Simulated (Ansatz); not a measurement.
## Structure relaxation, Ni

The start is a generated cell, Ni placed in the hcp structure type. The structure is fully relaxed (lattice and positions, P = 0) with PBEsol (plane waves to 420 eV, PAW, scalar-relativistic; Ansatz, a first-principles code). The first steps use a coarse 15×15×8 k-mesh.

The start:
```
CELL_PARAMETERS angstrom
      2.49381     0.00000     0.00000
     -1.24690     2.15970     0.00000
      0.00000     0.00000     4.04893
ATOMIC_POSITIONS crystal
  Ni 0.33333 0.66667 0.25000
  Ni 0.66667 0.33333 0.75000
```
Spin-polarised start, with parallel moments on Ni.

Initial pressure: -9.3 GPa (negative: the cell is under tension)
Outcome: The space group stays P6₃/mmc (No. 194) (the run could not lower it); the end is hcp (Mg type), with 2 atoms in the primitive magnetic cell
Energy released: 0.02 eV/atom
Volume change: -4.5 %, from 10.90 to 10.41 Å³/atom
Shortest distances (start → end): The closest pairs of elements (up to four, under 3.6 Å), start → end: Ni–Ni 2.48 → 2.45 Å
Band gap at the end: zero (metallic)
Optimiser moves: 7

Final structure:

Space group P6₃/mmc (No. 194); a = b = 2.4468 Å, c = 4.0174 Å, α = β = 90.00°, γ = 120.00°

```
atom  site  symmetry       x       y       z
----  ----  --------  ------  ------  ------
Ni      2c      -6m2  0.3333  0.6667  0.2500
```

Final values are on a 22×22×12 k-mesh of the relaxed cell. Spin state reached: ferromagnetic (net 0.63 μB/atom), from parallel starting moments; other spin orders were not run from this start.

The run could not lose the symmetry of its start: the end is stationary, and may be a saddle point rather than a minimum.

All atoms sit on sites fixed by symmetry, so only the cell could relax.

The relaxed structure here is a generated cell of Ni: the first start was made by placing the elements on the sites of a structure type, and the end was not matched to a known phase here, so it may be hypothetical. Known forms of Ni include space group No. 225.
